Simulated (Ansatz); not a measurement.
Level of theory: DFT PBE, scalar-relativistic, plane waves, PAW (Ansatz 0.2.0). All cells share a 420 eV cutoff and Γ-centred k meshes spaced at most about 0.3 Å⁻¹ (about 0.25 or finer for metals, 2π included). No spin polarisation in the final relaxations.

These are static total energies at zero pressure.

Two relaxed structures of InGa3As2:

A.

Space group P4/mmm (No. 123). a = 5.047 Å, b = 5.047 Å, c = 8.030 Å, α = 90.00°, β = 90.00°, γ = 90.00°
| atom | site | symmetry | x | y | z |
| --- | --- | --- | --- | --- | --- |
| In | 1c | 4/mmm | 0.5000 | 0.5000 | 0.0000 |
| Ga | 2e | mmm. | 0.0000 | 0.5000 | 0.5000 |
| Ga | 1b | 4/mmm | 0.0000 | 0.0000 | 0.5000 |
| As | 2h | 4mm | 0.5000 | 0.5000 | 0.3200 |

B.

Space group P4/mmm (No. 123). a = 3.328 Å, b = 3.328 Å, c = 11.298 Å, α = 90.00°, β = 90.00°, γ = 90.00°
```tsv
atom	site	symmetry	x	y	z
In	1a	4/mmm	0.0000	0.0000	0.0000
Ga	2h	4mm	0.5000	0.5000	0.1933
Ga	1d	4/mmm	0.5000	0.5000	0.5000
As	2g	4mm	0.0000	0.0000	0.3302
```

Question: Which would you expect to be lower, and how large is the difference?

Answer: B is lower, by 220 meV/atom. A has space group P4/mmm (No. 123), 34.1 Å³/atom and no gap on its mesh; B has space group P4/mmm (No. 123), 20.9 Å³/atom and no gap. Counting As atoms around Ga and In (those within 1.25 times the shortest such distance or 1.15 times the sum of covalent radii, 1.27 where that leaves under three; the shortest distance is added where it exceeds 1.18 times the sum of covalent radii; a slash parts the counts of unlike sites), A has In 2, Ga 4 from 2.9 Å/8 from 3.9 Å and B has In 2 from 3.7 Å, Ga 4/8 from 3.0 Å. The denser one is the lower, and pressure would at first widen the difference. Even the lower one lies +0.11 eV/atom against the reference forms of the elements (uncorrected), so neither is stable at this level. Both come from invented guesses.

Cells relaxed within their symmetry can be saddle points.
